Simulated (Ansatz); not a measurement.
TiNF:
```
CELL_PARAMETERS angstrom
     -1.93284     1.93284     4.96379
      1.93284    -1.93284     4.96379
      1.93284     1.93284    -4.96379
ATOMIC_POSITIONS crystal
  Ti 0.59738 0.09738 0.50000
  Ti 0.84738 0.84738 0.00000
  N  0.66930 0.66930 0.00000
  N  0.41930 0.91930 0.50000
  F  0.85832 0.35832 0.50000
  F  0.10832 0.10832 0.00000
```

Relaxed with HSE06. Special points in fractions of this cell's reciprocal vectors: Γ (0.000, 0.000, 0.000); X (0.000, 0.000, 0.500); P (0.250, 0.250, 0.250); N (0.000, 0.500, 0.000); M (0.500, 0.500, -0.500); S (0.288, 0.712, -0.288); S0 (-0.288, 0.288, 0.288); R (-0.076, 0.076, 0.500); G (0.500, 0.500, -0.076).

Problem. List the band energies nearest the valence-band maximum at these points for HSE06 (plane waves, PAW; program Ansatz).

Solution. In eV from the valence-band maximum; about four levels below and three above (degenerate sets whole), none deeper than 8.9 eV; points with the same levels are listed once.

```tsv
k	below	above
Γ	-2.44 -2.44 -1.97 -0.44 -0.44	3.12 3.91 4.70 4.70
X	-1.96 -1.96 -0.73 -0.73	3.93 3.93 4.53 4.53
P	-1.95 -1.95 -0.71 -0.71	3.98 3.98 4.36 4.36
N	-2.42 -1.97 -1.03 -0.78	3.93 4.20 4.42
M	-2.53 -2.53 0.00 0.00	3.50 3.50 4.28 4.28
S	-2.46 -1.95 -0.96 -0.82	3.97 4.25 4.54
R	-1.86 -1.86 -0.78 -0.78	3.95 3.95 4.52 4.52
```

Space group I4_1md. The workflow started from a Materials Project entry (that database holds measured and hypothetical structures alike); the Crystallography Open Database copy checked does not list it. Its standing as an ambient phase is unchecked. The HSE06 relaxation kept the symmetry of its start; its stability against distortions is not shown here. No spin polarisation was allowed. The hybrid was solved on a coarse mesh, the path and, where they were found, the r²SCAN edge points; its band edges are the extreme levels among these.

Potentials: the later of the program's two PAW sets.
